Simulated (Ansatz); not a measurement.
Input:

Relaxed TiN (rock salt):

```yaml
crystal:
  lattice:
    - [0.00000, 2.12337, 2.12337]
    - [2.12337, 0.00000, 2.12337]
    - [2.12337, 2.12337, 0.00000]
  atoms:
    - { symbol: N, position: [0.00000, 0.00000, 0.00000] }
    - { symbol: Ti, position: [0.50000, 0.50000, 0.50000] }
```

In each cell atom 1 (N, nearest neighbour Ti at 2.123 Å; its periodic images, 3.0 Å or more away, move with it) moves by s·(0.000, 0.000, 1.000) (along Cartesian z), the rest being held.

Method: PBE (plane waves to 420 eV, PAW, scalar-relativistic; Ansatz, an electronic-structure program). k mesh 15×15×15 (Γ-centred), Fermi-Dirac smearing 0.05 eV. Energies are smeared free energies. With partly filled bands, energies and forces of such displacements shift with the k mesh and the smearing. The PAW data are Ansatz's earlier set. TiN is run without spin polarisation. TiN was relaxed with its symmetry unable to fall. ΔE is measured from the undisplaced structure.

The scan covers s from -0.210 to 0.210 Å in 11 points.

Task: Is this a single well or a double well?

Result: A single well with its minimum at or next to zero displacement.

Task: Is the energy the same for equal positive and negative displacements?

Result: Even: the same for both signs. With its periodic images moving along, the atom's site symmetry in this cell is m-3m.

Task: What is the force constant k = d²E/ds² of this move at s = 0?

Result: 10.2 eV/Å².

Task: With two atoms in the cell this is the zone-centre optical mode. What wavenumber follows?

Result: 506 cm⁻¹.

(For displaced atoms, the force is minus the slope of the energy, and its curvature is a force constant, which sets phonon frequencies.)
